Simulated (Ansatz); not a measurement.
A relaxed structure of VBiO₄. Space group I4₁/amd (No. 141), AFLOW prototype A4BC_tI24_141_h_b_a (as in ZrSiO4). These are r2SCAN (plane waves to 500 eV, PAW, scalar-relativistic; Ansatz, a first-principles code) values and carry that method's errors.

```cif
data_Bi4O16V4
_chemical_formula_sum 'O16 Bi4 V4'
_space_group_name_H-M_alt 'I41/amd :1'
_space_group_IT_number 141
_space_group_name_Hall 'I 4bw 2bw -1bw'
_cell_length_a 7.30323
_cell_length_b 7.30323
_cell_length_c 6.44141
_cell_angle_alpha 90.000
_cell_angle_beta 90.000
_cell_angle_gamma 90.000
loop_
_atom_site_label
_atom_site_type_symbol
_atom_site_symmetry_multiplicity
_atom_site_Wyckoff_symbol
_atom_site_fract_x
_atom_site_fract_y
_atom_site_fract_z
_atom_site_occupancy
O1 O 16 h 0.18108 0.00000 0.16908 1
Bi1 Bi 4 b 0.00000 0.00000 0.50000 1
V1 V 4 a 0.00000 0.00000 0.00000 1
```
(The calculation used a cell of 12 atoms; values per cell refer to that cell.)

```json
{
 "volume_per_atom": "14.32 Å³",
 "density": "6.26 g/cm³",
 "band_gap": "2.87 eV, direct at k = (0.3333, 0.3333, -0.3333) (no spin-orbit coupling)",
 "magnetic_moment": "zero (the starting moments vanished)",
 "shortest_distances": "O–V 1.71 Å; Bi–O 2.39 Å; O–O 2.64 Å; Bi–V 3.22 Å",
 "k-mesh": "6×6×6"
}
```

Band energies at high-symmetry points (eV from the VBM; labels of this space group; no spin-orbit coupling), from −5 eV up to 5.0 eV:

```csv
point,energies
Γ,-4.69 -4.69 -3.83 -3.83 -3.72 -3.40 -3.20 -3.12 -3.08 -3.08 -2.61 -2.61 -2.44 -2.35 -2.08 -1.36 -1.33 -1.12 -1.12 -1.04 -0.86 -0.86 -0.63 3.25 3.81 3.82 3.94 4.26 4.72 4.72
X,-4.64 -4.64 -4.37 -4.37 -4.19 -4.19 -3.27 -3.27 -3.12 -3.12 -2.95 -2.95 -2.05 -2.05 -1.84 -1.84 -1.81 -1.81 -1.42 -1.42 -0.96 -0.96 -0.68 -0.68 3.44 3.44 3.74 3.74 4.27 4.27
M,-4.25 -4.25 -3.86 -3.86 -3.58 -3.58 -2.76 -2.76 -2.67 -2.67 -2.46 -2.46 -1.91 -1.91 -1.34 -1.34 -1.30 -1.30 -1.14 -1.14 -0.77 -0.77 3.67 3.67 3.79 3.79 3.82 3.82 4.49 4.49 4.63 4.63
Z,-4.57 -3.96 -3.92 -3.92 -3.57 -3.45 -2.87 -2.69 -2.60 -2.60 -2.57 -2.40 -1.88 -1.88 -1.39 -1.39 -1.38 -1.17 -1.15 -1.15 -1.13 -0.40 3.32 3.77 3.79 3.85 3.85 3.94 4.48 4.48 4.50 4.78
Z0,-4.57 -3.96 -3.92 -3.92 -3.57 -3.45 -2.87 -2.69 -2.60 -2.60 -2.57 -2.40 -1.88 -1.88 -1.39 -1.39 -1.38 -1.17 -1.15 -1.15 -1.13 -0.40 3.32 3.77 3.79 3.85 3.85 3.94 4.48 4.48 4.50 4.78
P,-4.82 -4.82 -4.06 -4.06 -3.95 -3.95 -3.56 -3.56 -3.06 -3.06 -2.86 -2.86 -2.49 -2.49 -2.23 -2.23 -1.47 -1.47 -1.30 -1.30 -0.92 -0.92 -0.36 -0.36 3.10 3.10 3.52 3.52 4.73 4.73
N,-4.98 -4.67 -4.49 -4.45 -4.00 -3.78 -3.40 -3.30 -3.17 -3.03 -2.76 -2.52 -2.22 -2.21 -2.21 -1.87 -1.62 -1.50 -1.40 -1.29 -1.19 -0.88 -0.77 -0.21 2.93 3.43 3.50 3.65 4.43 4.61 4.75 4.80
```

No spin polarisation in the result: the starting moments vanished. The d or f electrons are treated with no Hubbard U. Spin-orbit coupling is missing; with elements this heavy it can move band edges by tenths of an eV or more.

The run could not lose the symmetry of its start.

The first start was generated by placing the elements on the sites of a structure type. A measured structure of VBiO4 has the same space group, I4₁/amd (No. 141); the sites were not compared with it. Another known form has space group No. 88.
